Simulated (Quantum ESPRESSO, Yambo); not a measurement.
At a photon energy of 7.12 eV, RPA with local fields on PBEsol bands shifted by a G0W0 scissor of 1.52 eV (Quantum ESPRESSO and Yambo; 4×4×2 mesh, 108 bands, 3 Ry local-field block, 0.2 eV broadening) gives ε = 9.28 + 5.76i for LuBrO (space group P4/nmm, No. 129), field along x. Axes are Cartesian, with cell vectors (Å) (3.75, 0.00, 0.00), (0.00, 3.75, 0.00), (0.00, 0.00, 8.29).

Work out n, κ, the normal-incidence reflectivity, the absorption coefficient and the penetration depth.


|ε| = 10.92; n = √((|ε| + ε1)/2) = 3.18, κ = √((|ε| − ε1)/2) = 0.91. R = ((n − 1)² + κ²)/((n + 1)² + κ²) = 0.30. α = 2Eκ/(ħc) with ħc = 197.327 eV nm: 0.0654 per nm = 6.5 × 10⁵ per cm, a 1/e depth of 15 nm. The computed direct gap is 5.58 eV, and the energy scale of the real crystal may differ from it. Excitonic effects are left out, and values at one energy depend on mesh and broadening. The scissor comes from a G0W0 run whose convergence isn't established. Convergence of the RPA response with its 4×4×2 mesh was not tested.

Spin-orbit coupling is not included.

Geometry relaxed with PBE+D3(BJ); primitive cell a = 3.7540 Å, b = 3.7540 Å, c = 8.2860 Å, α = 90.00°, β = 90.00°, γ = 90.00°.
